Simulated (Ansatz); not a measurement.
Zr₃N₄:
```cif
data_N8Zr6
_chemical_formula_sum 'N8 Zr6'
_space_group_name_H-M_alt 'P 1'
_space_group_IT_number 1
_cell_length_a 5.76516
_cell_length_b 5.76516
_cell_length_c 5.76516
_cell_angle_alpha 109.471
_cell_angle_beta 109.471
_cell_angle_gamma 109.471
loop_
_space_group_symop_operation_xyz
  'x, y, z'
loop_
_atom_site_label
_atom_site_type_symbol
_atom_site_fract_x
_atom_site_fract_y
_atom_site_fract_z
_atom_site_occupancy
N1 N 0.14350 0.14350 0.14350 1
N2 N 0.85650 0.50000 0.00000 1
N3 N 0.50000 0.00000 0.35650 1
N4 N 0.00000 0.85650 0.50000 1
N5 N 0.35650 0.50000 0.00000 1
N6 N 0.64350 0.64350 0.64350 1
N7 N 0.00000 0.35650 0.50000 1
N8 N 0.50000 0.00000 0.85650 1
Zr1 Zr 0.25000 0.62500 0.37500 1
Zr2 Zr 0.37500 0.25000 0.62500 1
Zr3 Zr 0.75000 0.87500 0.12500 1
Zr4 Zr 0.12500 0.75000 0.87500 1
Zr5 Zr 0.62500 0.37500 0.25000 1
Zr6 Zr 0.87500 0.12500 0.75000 1
```

Relaxed with LDA.

Question: Give the optical modes at the zone centre with their infrared and Raman activity from DFPT, the program Ansatz at the LDA level (PAW).

Answer: Transverse frequencies, without the LO–TO term; a row sums one degenerate level.

| ω (cm⁻¹) | degeneracy | IR ((D/Å)²/amu) | Raman (Å⁴/amu) | activity |
|---|---|---|---|---|
| 148 | 3 | 0.09 | 140 | IR+Raman |
| 177 | 2 | 0.00 | 190 | Raman |
| 206 | 3 | 0.00 | 0 | silent |
| 276 | 1 | 0.00 | 0 | silent |
| 302 | 3 | 94.04 | 1.5 | IR+Raman |
| 305 | 3 | 0.00 | 0 | silent |
| 332 | 1 | 0.00 | 4900 | Raman |
| 377 | 3 | 389.14 | 600 | IR+Raman |
| 415 | 3 | 170.78 | 120 | IR+Raman |
| 416 | 3 | 0.00 | 0 | silent |
| 488 | 3 | 0.00 | 0 | silent |
| 511 | 3 | 1.21 | 620 | IR+Raman |
| 573 | 1 | 0.00 | 0 | silent |
| 611 | 2 | 0.00 | 28 | Raman |
| 654 | 3 | 0.00 | 0 | silent |
| 663 | 2 | 0.00 | 410 | Raman |

Question: How high does the top mode go among those that the LO–TO term moves?

Answer: 620 cm⁻¹ for q along x.

Space group I-43d. Symmetry was held in the LDA relaxation. The run is not spin-polarised.

Potentials: the later of the program's two PAW sets.
